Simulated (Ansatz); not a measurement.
# Notes on GaIr

```
Ir Ga
1.0
     3.03940    0.00000    0.00000
     0.00000    3.03940    0.00000
     0.00000    0.00000    3.03940
Ir Ga
1 1
Direct
  0.50000 0.50000 0.50000
  0.00000 0.00000 0.00000
```

Single point in Ansatz 0.2.0 with r2SCAN, no spin polarisation. Cutoff 500 eV, PAW datasets, 8×8×8 Γ-centred k mesh, fermi-dirac filling (width 0.0188 eV).

(1) Is it stable against the elements?

(2) Describe some of the short contacts.

(3) What happens at the Fermi level?

(4) Are the atoms at rest?

(5) Give the Bader charges.

Origin: a database entry at a rescaled volume.

## Answers

(1) -0.42 eV an atom against the elements' usual phases (free molecules for gases, crystals otherwise, with no correction for O₂ or N₂), so it is bound against them; other compounds may still compete. Relaxing would lower it.

(2) Ir–Ga at 2.63 Å: least valence density 0.35 e/Å³ and ELF 0.34 there. Ir–Ir at 3.04 Å: least valence density 0.29 e/Å³ and ELF 0.36 there. Ga–Ga at 3.04 Å: least valence density 0.18 e/Å³ and ELF 0.22 there. Both are smooth PAW fields, read partly inside the augmentation spheres.

(3) It is a metal, with about 0.46 states/eV a cell as the mean within 0.25 eV of the Fermi level, mostly Ir d (68 %) and Ga p (15 %).

(4) The forces vanish by the symmetry of the sites.

(5) Bader charges in e: Ga +0.86, Ir -0.86. In the mean Ga gives up most and Ir takes most.
